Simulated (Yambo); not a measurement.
Yambo run on Ba₂ZnN₂ (space group I4/mmm, No. 139). The wavefunctions are PBEsol (Quantum ESPRESSO, PseudoDojo norm-conserving, 84 Ry, scalar-relativistic) ones on a 4×4×4 mesh (25 occupied bands); a = 7.1380 Å, b = 7.1380 Å, c = 7.1380 Å, α = 145.81°, β = 145.81°, γ = 49.13°.

Yambo input:

```
rim_cut
gw0
dyson
el_el_corr
HF_and_locXC
cohsex
em1s
RandQpts= 1000000
RandGvec= 1 Ry
EXXRLvcs= 84 Ry
VXCRLvcs= 336 Ry
Chimod= "HARTREE"
% BndsRnXs
 5 | 168 |
%
NGsBlkXs= 7 Ry
% LongDrXs
 1.0 | 1.0 | 1.0 |
%
ExtendOut
% QPkrange
 1 | 1 | 25 | 25 |
 3 | 3 | 25 | 26 |
%
```

k points by index: 1 = Γ, 3 = X.

Table of the .qp output:

```
#    K-point    Band    Eo [eV]    E [eV]    E-Eo [eV]    Vxc [eV]    Vnlxc [eV]    Sc|Eo [eV]    Re(Z)    Im(Z)
#
    1    25    0.000000    -2.204340    -2.204340    -16.44528    -19.61294    0.963325    1.000000    0.000000
    3    25    -0.077661    -2.314612    -2.236952    -15.91721    -19.06295    0.908783    1.000000    0.000000
    3    26    0.478013    -0.647766    -1.125779    -10.33820    -7.284118    -4.179861    1.000000    0.000000
```
(The two width columns are left out.) Convergence of these settings isn't established.

Geometry of the Materials Project entry, not relaxed at this level.
